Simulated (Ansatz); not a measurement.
Ansatz 0.2.0, relaxation: Cs$_{3}$HSe$_{2}$O$_{8}$

The input file (Ansatz 0.2.0, plane waves):

```yaml
crystal:
  lattice:
    - [5.369823, 3.146246, 0.0]
    - [5.369823, -3.146246, 0.0]
    - [3.16895, 0.0, -7.694167]
  atoms:
    - { symbol: Cs, position: [0.0, 0.0, 0.0] }
    - { symbol: Cs, position: [0.19775, 0.19775, 0.39309] }
    - { symbol: Cs, position: [0.80225, 0.80225, 0.60691] }
    - { symbol: Se, position: [0.42695, 0.42695, 0.76459] }
    - { symbol: Se, position: [0.57305, 0.57305, 0.23541] }
    - { symbol: O, position: [0.6984, 0.27338, 0.30997] }
    - { symbol: O, position: [0.72662, 0.3016, 0.69003] }
    - { symbol: O, position: [0.3016, 0.72662, 0.69003] }
    - { symbol: O, position: [0.27338, 0.6984, 0.30997] }
    - { symbol: O, position: [0.39012, 0.39012, 0.97966] }
    - { symbol: O, position: [0.60988, 0.60988, 0.02034] }
    - { symbol: O, position: [0.28684, 0.28684, 0.73664] }
    - { symbol: O, position: [0.71316, 0.71316, 0.26336] }
    - { symbol: H, position: [0.5, 0.5, 0.0] }
  symmetry: { tolerance: 0.0003 }
kpoints:
  mp_grid: { grid: [4, 4, 3], shift: [0, 0, 0] }
magnetization:
  spin_polarized: false
scf:
  occupations: { method: cold, width: 0.1047 }
  lower_state_search: "off"
hamiltonian:
  pseudopotentials: { kind: paw }
  xc: r2scan
basis:
  ecutwfc: 500
  fft_grid_basis: typed
relax:
  max_steps: 60
  cell: { p_target: 0.0 }
  f_tol: 0.03
output:
  forces: true
  stress: true
  eigenvalues: true
  populations: true
  elf: true
  write_potential: true
  volumetric_format: npy
  dos:
    e_range: [-12, 8]
    de: 0.05
    projected: { site_lists: { Cs: [Cs], H: [H], O: [O], Se: [Se] } }
  bader: false
checkpoint:
  read: saved_state
```

Run with:

```bash
ansatz run input.yaml --threads 2 --pin off --max-ram 3584MiB --backend cpu --events-out ev --progress --plain --runs-dir out
```

Origin of the cell: a database entry, scaled a little.

The saved state is a converged single point of the same cell.

Steps («new basis» is an SCF on plane waves selected anew at the same cell):

```csv
step,ΔF (meV/atom),max force component (eV/Å),P (GPa),volume (Å³),SCF iterations,step was
1,0.0,1.038,3.37,259.98,6,accepted
2,-9.4,0.547,0.88,276.56,8,accepted
3,-12.1,0.038,0.06,273.88,6,accepted
4,-12.1,0.016,0.00,273.25,7,accepted
5,-12.3,0.016,0.00,273.25,7,new basis
```

Step 1, with forces in eV/Å:

```xyz
14
Lattice="5.370 3.146 0.000 5.370 -3.146 0.000 3.169 0.000 -7.694" Properties=species:S:1:pos:R:3:forces:R:3 pbc="T T T" step=1
Cs    0.000    0.000    0.000    0.000    0.000    0.000
Cs    3.369    0.000   -3.024    0.007    0.000    0.005
Cs   10.539    0.000   -4.670   -0.007    0.000   -0.005
Se    7.008    0.000   -5.883   -0.020    0.000    0.067
Se    6.900    0.000   -1.811    0.020    0.000   -0.067
O     6.201    1.337   -2.385   -0.443    0.817   -0.381
O     7.708    1.337   -5.309    0.443    0.817    0.381
O     7.708   -1.337   -5.309    0.443   -0.817    0.381
O     6.201   -1.337   -2.385   -0.443   -0.817   -0.381
O     7.294    0.000   -7.538    0.906    0.000   -1.038
O     6.614    0.000   -0.156   -0.906    0.000    1.038
O     5.415    0.000   -5.668   -1.004    0.000    0.148
O     8.494    0.000   -2.026    1.004    0.000   -0.148
H     5.370    0.000    0.000    0.000    0.000    0.000
```

Step 2, with forces in eV/Å:

```xyz
14
Lattice="5.483 3.219 0.030 5.483 -3.219 0.030 3.192 0.000 -7.817" Properties=species:S:1:pos:R:3:forces:R:3 pbc="T T T" step=2
Cs    0.000    0.000    0.000    0.000    0.000    0.000
Cs    3.411    0.000   -3.047   -0.007    0.000   -0.008
Cs   10.748    0.000   -4.709    0.007    0.000    0.008
Se    7.164    0.000   -5.954   -0.083    0.000    0.051
Se    6.995    0.000   -1.802    0.083    0.000   -0.051
O     6.294    1.346   -2.386   -0.253    0.475   -0.201
O     7.865    1.346   -5.370    0.253    0.475    0.201
O     7.865   -1.346   -5.370    0.253   -0.475    0.201
O     6.294   -1.346   -2.386   -0.253   -0.475   -0.201
O     7.458    0.000   -7.622    0.362    0.000   -0.482
O     6.701    0.000   -0.134   -0.362    0.000    0.482
O     5.558    0.000   -5.743   -0.547    0.000    0.028
O     8.601    0.000   -2.013    0.547    0.000   -0.028
H     5.483    0.000    0.030    0.000    0.000    0.000
```

Step 3, with forces in eV/Å:

```xyz
14
Lattice="5.462 3.202 0.027 5.462 -3.202 0.027 3.185 0.000 -7.814" Properties=species:S:1:pos:R:3:forces:R:3 pbc="T T T" step=3
Cs    0.000    0.000    0.000    0.000    0.000    0.000
Cs    3.409    0.000   -3.050   -0.015    0.000   -0.002
Cs   10.700    0.000   -4.711    0.015    0.000    0.002
Se    7.128    0.000   -5.952   -0.030    0.000    0.038
Se    6.981    0.000   -1.809    0.030    0.000   -0.038
O     6.279    1.356   -2.403   -0.021    0.029   -0.007
O     7.830    1.356   -5.358    0.021    0.029    0.007
O     7.830   -1.356   -5.358    0.021   -0.029    0.007
O     6.279   -1.356   -2.403   -0.021   -0.029   -0.007
O     7.444    0.000   -7.629   -0.023    0.000   -0.035
O     6.665    0.000   -0.132    0.023    0.000    0.035
O     5.509    0.000   -5.761   -0.033    0.000    0.006
O     8.600    0.000   -1.999    0.033    0.000   -0.006
H     5.462    0.000    0.027    0.000    0.000    0.000
```

Step 4, with forces in eV/Å:

```xyz
14
Lattice="5.457 3.197 0.023 5.457 -3.197 0.023 3.188 0.000 -7.818" Properties=species:S:1:pos:R:3:forces:R:3 pbc="T T T" step=4
Cs    0.000    0.000    0.000    0.000    0.000    0.000
Cs    3.398    0.000   -3.051    0.008    0.000    0.000
Cs   10.703    0.000   -4.722   -0.008    0.000    0.000
Se    7.128    0.000   -5.954   -0.016    0.000    0.012
Se    6.973    0.000   -1.819    0.016    0.000   -0.012
O     6.269    1.356   -2.410   -0.002   -0.001    0.002
O     7.832    1.356   -5.363    0.002   -0.001   -0.002
O     7.832   -1.356   -5.363    0.002    0.001   -0.002
O     6.269   -1.356   -2.410   -0.002    0.001    0.002
O     7.440    0.000   -7.633    0.007    0.000   -0.005
O     6.661    0.000   -0.139   -0.007    0.000    0.005
O     5.508    0.000   -5.758    0.010    0.000   -0.004
O     8.593    0.000   -2.014   -0.010    0.000    0.004
H     5.457    0.000    0.023    0.000    0.000    0.000
```

Step 5, with forces in eV/Å:

```xyz
14
Lattice="5.457 3.197 0.023 5.457 -3.197 0.023 3.188 0.000 -7.818" Properties=species:S:1:pos:R:3:forces:R:3 pbc="T T T" step=5
Cs    0.000    0.000    0.000    0.000    0.000    0.000
Cs    3.398    0.000   -3.051    0.008    0.000    0.000
Cs   10.703    0.000   -4.722   -0.008    0.000    0.000
Se    7.128    0.000   -5.954   -0.016    0.000    0.012
Se    6.973    0.000   -1.819    0.016    0.000   -0.012
O     6.269    1.356   -2.410   -0.002   -0.001    0.002
O     7.832    1.356   -5.363    0.002   -0.001   -0.002
O     7.832   -1.356   -5.363    0.002    0.001   -0.002
O     6.269   -1.356   -2.410   -0.002    0.001    0.002
O     7.440    0.000   -7.633    0.008    0.000   -0.005
O     6.661    0.000   -0.139   -0.008    0.000    0.005
O     5.508    0.000   -5.758    0.010    0.000   -0.004
O     8.593    0.000   -2.014   -0.010    0.000    0.004
H     5.457    0.000    0.023    0.000    0.000    0.000
```

| Quantity | Value |
| --- | --- |
| Free energy lowered by | 12.3 meV/atom |
| Volume change | 5.10 % |
| Final pressure | 0.00 GPa |
| Relaxation steps listed | 5 |
| Gap on the mesh | 4.83 eV |

Caveats: the relaxation held the start's symmetry, so the end may be a saddle point.

The run took 120 s on 2 threads of Intel(R) Xeon(R) Platinum 8488C (Sapphire Rapids), with other jobs on the host, peak memory 1.6 GiB, from a saved density.
